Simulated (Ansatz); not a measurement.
## Al: one input, then a changed one

The cell comes from COD entry 9012002, which wasn't checked; take it as a given geometry.

First run: DFT, PBE, all-electron LAPW, scalar-relativistic (Ansatz 0.2.0).

Command: `ansatz run input.yaml --threads 1 --pin off --max-ram 2048MiB --backend cpu --events-out ev --progress --plain --runs-dir out` The run took 5.9 s on 1 thread of Arm Neoverse V1, with other jobs on the host.

```yaml
crystal:
  lattice:
    - [0.0, 2.024805, 2.024805]
    - [2.024805, 0.0, 2.024805]
    - [2.024805, 2.024805, 0.0]
  atoms:
    - { symbol: Al, position: [0.0, 0.0, 0.0] }
kpoints:
  mp_grid: { grid: [14, 14, 14] }
scf:
  occupations: { method: fermi_dirac, width: 0.05 }
hamiltonian:
  xc: pbe
  pseudopotentials: { kind: all_electron, lapw: { basis_error: 0.001 } }
output:
  forces: true
  stress: true
relax:
  f_tol: 0.005
  max_steps: 80
  cell: {}
```

Result: converged; relaxed volume 16.450 Å³/atom; 11 SCF iterations in all.

The input is then changed:

```diff
@@ -7,5 +7,5 @@
     - { symbol: Al, position: [0.0, 0.0, 0.0] }
 kpoints:
-  mp_grid: { grid: [14, 14, 14] }
+  mp_grid: { grid: [9, 9, 9] }
 scf:
   occupations: { method: fermi_dirac, width: 0.05 }
```

**Question.** What does the second run give?

**Answer.** It converged; energy at zero smearing +22.4 meV/atom from the first run; relaxed volume 16.557 Å³/atom; 9 SCF iterations in all. Some of these settings are too coarse for converged properties.

The results part of its log:

```
basis re-selected at this cell: Δ(F+E_penalty+E_count) = +8.211e-8 eV, ΔP = +0.000 GPa vs the last step (what re-selecting the basis moved, after the strain that the cell walked since its last selection, with what the two solves' SCF thresholds leave and, on support functions, any second-order correction that the steps lacked; it is no measure of the basis error at this ecutwfc). This SCF's stress stands 3.07e-2 GPa from its target on what of the cell is left free (relax.cell.stress_tol is 5.00e-2 GPa) and its largest allowed force component is 0.00e0 eV/Å (relax.f_tol is 5.00e-3 eV/Å): within both
SCF converged after 2 iterations
Free energy (F): -6607.495834 eV
Harris-Foulkes:  -6607.495834 eV  (|F-HF|=2.91e-11)
Internal energy: -6607.490685 eV  (E = F + TS)
E sigma→0 (E₀):  -6607.493259 eV
Entropy (-TS):   -0.005149 eV (-5.149 meV/atom)
Fermi energy:    9.750071 eV
--- Per-component energies (eV) ---
  E_band       = -501.911602
  E_kinetic    = 6621.013010
  E_xc         = -507.164356
  E_electrostatic = -12721.339339  (all electrons and nuclei)
  E_smearing   = -0.005149  (= −TS)
  E_closure    = 0.000000  (closes the sum)
  E_atoms      = -6603.782923  (free atoms, spherical and without spin; not in F)
  Σ components = -6607.495834   (vs F -6607.495834, Δ=0.00e0)
  Basis errors (estimates in eV, not in F): energy 3.0e-4 per atom: plane waves 2.7e-4 (1.4e-4 summed), levels above the bands 3.6e-81, relativity 4.6e-9, radial functions 2.6e-5, core shells 1.1e-16; eigenvalues (radial functions only) 9.6e-6; not estimated: angular momenta, meshes, grids; target (lapw.basis_error) 1.0e-3; muffin-tin radii Al 1.388 Å
--- Forces (eV/Å), atoms counted from 1 ---
  atom   1  Al    -0.00000000    -0.00000000     0.00000000
  max |Σ_I F_I| component: 2.67e-32 eV/Å
--- Stress (GPa, compression-positive) ---
        0.030684       0.000000       0.000000
        0.000000       0.030684       0.000000
        0.000000       0.000000       0.030684
  P = ⅓ Tr σ = 0.0307 GPa (0.307 kbar)
--- Relaxed structure (2 steps of the walk, 2 accepted, 1 SCFs on fresh bases) ---
  F+E_penalty+E_count = -6607.49583390 eV   max|allowed force component| = 0.000e0 eV/Å   (the final SCF, on the basis selected at the relaxed cell)
  cell:  # Å, volume = 16.5566 Å³
    - [-1.5286116098686772e-34, 2.0229276073593088, 2.0229276073593088]
    - [2.0229276073593088, 2.547686016447794e-35, 2.0229276073593088]
    - [2.0229276073593088, 2.0229276073593088, -3.8215290246716928e-34]
  atoms:
    - { symbol: Al, position: [0.0, 0.0, 0.0] }
```
